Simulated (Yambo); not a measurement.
Yambo run on RbLiZnS$_{2}$ (space group I-4m2, No. 119). The wavefunctions come from this Quantum ESPRESSO step (PBEsol, PseudoDojo standard norm-conserving files, scalar-relativistic):

```
&CONTROL
  calculation = 'nscf'
  pseudo_dir = './pseudo'
  outdir = './out'
/
&SYSTEM
  ibrav = 0
  nat = 5
  ntyp = 4
  ecutwfc = 84.0
  ecutrho = 336.0
  occupations = 'fixed'
  force_symmorphic = .true.
  nbnd = 123
/
&ELECTRONS
  conv_thr = 5e-09
  diago_full_acc = .true.
  diago_thr_init = 1e-08
/
ATOMIC_SPECIES
Li 6.9400 Li.upf
S 32.0600 S.upf
Zn 65.3800 Zn.upf
Rb 85.4678 Rb.upf
CELL_PARAMETERS angstrom
 -2.012735000000   2.012735000000   6.880620000000
  2.012735000000  -2.012735000000   6.880620000000
  2.012735000000   2.012735000000  -6.880620000000
ATOMIC_POSITIONS crystal
Li   0.250000000000   0.750000000000   0.500000000000
S   0.652860000000   0.652860000000  -0.000000000000
S   0.347140000000   0.347140000000  -0.000000000000
Zn   0.750000000000   0.250000000000   0.500000000000
Rb   0.000000000000   0.000000000000   0.000000000000
K_POINTS automatic
4 4 4 0 0 0
```

Yambo input:

```
rim_cut
gw0
dyson
el_el_corr
HF_and_locXC
ppa
em1d
RandQpts= 1000000
RandGvec= 1 Ry
EXXRLvcs= 84 Ry
VXCRLvcs= 336 Ry
Chimod= "HARTREE"
% BndsRnXp
 6 | 122 |
%
NGsBlkXp= 6 Ry
% LongDrXp
 1.0 | 1.0 | 1.0 |
%
PPAPntXp= 27.2114 eV
% GbndRnge
 1 | 122 |
%
GTermKind= "BG"
DysSolver= "n"
ExtendOut
% QPkrange
 1 | 1 | 22 | 23 |
 3 | 3 | 22 | 23 |
 6 | 6 | 22 | 23 |
 8 | 8 | 22 | 23 |
 13 | 13 | 22 | 23 |
%
```

k points by index: 1 = Γ, 3 = X, 6 = N, 8 = P, 13 = Z.

Table of the .qp output:

```
#    K-point    Band    Eo [eV]    E [eV]    E-Eo [eV]    Vxc [eV]    Vnlxc [eV]    Sc|Eo [eV]    Sc|E [eV]    dSc/dw|Eo [eV]    Re(Z)    Im(Z)
#
    1    22    0.000000    -1.019724    -1.019724    -14.13516    -17.44799    2.020550    2.293108    -7.272366    0.789105    -0.001491
    1    23    2.308721    2.937969    0.629249    -10.53150    -6.555292    -3.210843    -3.346961    -5.885356    0.822175    -0.001288
    3    22    -1.379513    -2.541357    -1.161844    -11.67309    -15.48688    2.333056    2.651944    -7.467631    0.784661    -0.001654
    3    23    3.765776    4.333957    0.568182    -9.176326    -5.210300    -3.282715    -3.397844    -5.512656    0.831539    -0.001255
    6    22    -0.358296    -1.440279    -1.081983    -13.17193    -16.76425    2.216062    2.510339    -7.400038    0.786194    -0.001547
    6    23    3.377493    4.170661    0.793168    -11.31205    -6.981181    -3.360516    -3.537702    -6.077874    0.817420    -0.001331
    8    22    -1.393157    -2.558078    -1.164921    -11.59668    -15.41648    2.335020    2.654877    -7.470528    0.784595    -0.001659
    8    23    4.235514    4.798951    0.563437    -9.646589    -5.662659    -3.302461    -3.420493    -5.699220    0.826825    -0.001284
    13    22    -0.048084    -1.067845    -1.019760    -14.06198    -17.38039    2.025977    2.298644    -7.275024    0.789044    -0.001495
    13    23    3.241889    3.830577    0.588688    -9.053090    -5.062523    -3.281845    -3.401878    -5.547309    0.830660    -0.001262
```
(The two width columns are left out.) Convergence of these settings isn't established.

Geometry of the Materials Project entry, not relaxed at this level.

The structure is a Materials Project entry; no match was found in the copy of COD used, and its stability was not checked.
